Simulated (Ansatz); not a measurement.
# Ga₄O: start and end of a relaxation

The cell of Ga₄O is invented: random cell by space group and Wyckoff sites (Im-3m, No. 229). The dimensions are guesses.

start:

Space group Im-3m (No. 229). a = 5.610 Å, b = 5.610 Å, c = 5.610 Å, α = 90.00°, β = 90.00°, γ = 90.00°
```csv
atom,site,symmetry,x,y,z
Ga,8c,.-3m,0.2500,0.2500,0.2500
O,2a,m-3m,0.0000,0.0000,0.0000
```

These are results of DFT PBE, scalar-relativistic, plane waves, PAW (Ansatz 0.2.0), not measurements. Cutoff 420 eV, Gaussian smearing, Γ-centred meshes. Cell and atoms relax first on a coarse mesh and then on a finer one. In between, the cell is made exact in the group found at 0.06 Å. In metals the finer mesh still leaves noise of several meV/atom or more. The steps can't lower the symmetry of their start. No spin polarisation in the relaxation; trial moments died out in a coarse test.

end:

Space group Im-3m (No. 229). a = 5.645 Å, b = 5.645 Å, c = 5.645 Å, α = 90.00°, β = 90.00°, γ = 90.00°
```json
{"atom": "Ga", "site": "8c", "symmetry": ".-3m", "x": "0.2500", "y": "0.2500", "z": "0.2500"}
{"atom": "O", "site": "2a", "symmetry": "m-3m", "x": "0.0000", "y": "0.0000", "z": "0.0000"}
```

The symmetry stays Im-3m (No. 229). The volume per atom grows by 1.8 %, from 17.7 to 18.0 Å³. The shortest distance goes from 2.43 Å (Ga–O) to 2.44 Å (Ga–O).

- Volume per atom: 17.98 Å³
- Density: 5.45 g/cm³
- Energy over the elements: −0.12 eV/atom
- Gap on the 10×10×10 mesh of the 5-atom cell: 0 eV (a metal)

Formation energies are uncorrected and refer to the elements' standard structures at the same level (O₂ as a molecule).

The last run used Gaussian smearing of 0.10 eV. A structure relaxed within its symmetry needn't be a true minimum. In all, the 3 runs took 75 s on 1 thread of Intel(R) Xeon(R) Processor @ 2.50GHz (Skylake/Cascade Lake), on a shared host. Another cell of Ga4O relaxed alike, in P-6m2, lies 102 meV/atom lower, so this cell isn't the stable form at this level.
